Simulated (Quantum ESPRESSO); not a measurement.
Field gradients of Bi2Te3 from a PBE PAW density (pw.x of a modified build of Quantum ESPRESSO, JTH datasets) with the all-electron reconstruction of Petrilli and co-workers, 20 Ha, k-mesh 6×6×6 through Γ:

```yaml
crystal:
  lattice:
    - [2.20907, 1.27540, 10.75243]
    - [-2.20907, 1.27540, 10.75243]
    - [0.00000, -2.55081, 10.75243]
  atoms:
    - { symbol: Bi, position: [0.60317, 0.60317, 0.60317] }
    - { symbol: Bi, position: [0.39683, 0.39683, 0.39683] }
    - { symbol: Te, position: [0.78319, 0.78319, 0.78319] }
    - { symbol: Te, position: [0.21681, 0.21681, 0.21681] }
    - { symbol: Te, position: [0.00000, 0.00000, 0.00000] }
```
The cell comes from the Materials Project (a computed structure). It is Bi2Te3 in R-3m. Stability against distortions was not tested. Forces on the atoms reach 0.15 eV/Å at this level.

Vzz is the sum of three terms, each taken along its main axis: the smooth valence density, the ions (nucleus and frozen core) with the augmentation charges of all other spheres, and the all-electron minus smooth density in the atom's own sphere. The split hangs on the datasets.  Cores are frozen. Bi, Te had no test against all-electron runs. Spin–orbit coupling is left out, a limit on Bi, Te.

| site | smooth valence density | ions and other spheres | own sphere | Vzz (a.u.) |
|---|---|---|---|---|
| Bi (atoms 1, 2) | 0.029 | -0.028 | ___ | ___ |
| Te1 (atoms 3, 4) | -0.015 | 0.012 | ___ | ___ |
| Te2 (atom 5) | 0.015 | -0.005 | ___ | ___ |

Task: What belongs in the gaps?

Result: 
- Bi (atoms 1, 2), own sphere: 0.193
- Bi (atoms 1, 2), Vzz (a.u.): 0.193
- Te1 (atoms 3, 4), own sphere: -0.361
- Te1 (atoms 3, 4), Vzz (a.u.): -0.364
- Te2 (atom 5), own sphere: 1.025
- Te2 (atom 5), Vzz (a.u.): 1.035
